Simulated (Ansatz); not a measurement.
The relaxed structure here is a generated cell of TaSi2: the first start was made by a random draw of sites in a space group, and the end was not matched to a known phase here, so it may be hypothetical. Known forms of TaSi2 include space group No. 181.

The end point of a relaxation of TaSi2. Calculation: PBE (plane waves to 420 eV, PAW, scalar-relativistic; Ansatz, an electronic-structure program).

```xyz
3
Lattice="3.5279 0.0000 0.0000 0.0000 3.5279 0.0000 0.0000 0.0000 4.6832" Properties=species:S:1:pos:R:3 pbc="T T T"
Si     0.0000     0.0000     2.3416
Si     0.0000     0.0000     0.0000
Ta     1.7639     1.7639     0.0000
```

Q: Find the space group and the Wyckoff positions (tolerance 0.01 Å).

A: Space group P4/mmm (No. 123); a = b = 3.528 Å, c = 4.683 Å, α = β = γ = 90.00°

```tsv
atom	site	symmetry	x	y	z
Si	1b	4/mmm	0.0000	0.0000	0.5000
Si	1a	4/mmm	0.0000	0.0000	0.0000
Ta	1c	4/mmm	0.5000	0.5000	0.0000
```

Q: Give the shortest distances between elements (the closest pairs, up to four, under 3.6 Å).

A: Si–Si 2.34 Å; Si–Ta 2.49 Å; Ta–Ta 3.53 Å.

The volume per atom comes out as 19.43 Å³. The density is 6.76 g/cm³ and the band gap comes out as no gap (metallic).

No spin polarisation in the result. The relaxed primitive cell holds an odd number of electrons. A magnetic state may lie lower.

The run could not lower the symmetry of its start; a shaken copy of this end point relaxes with PBE to Pmmm (No. 47), 0.87 eV/atom lower.
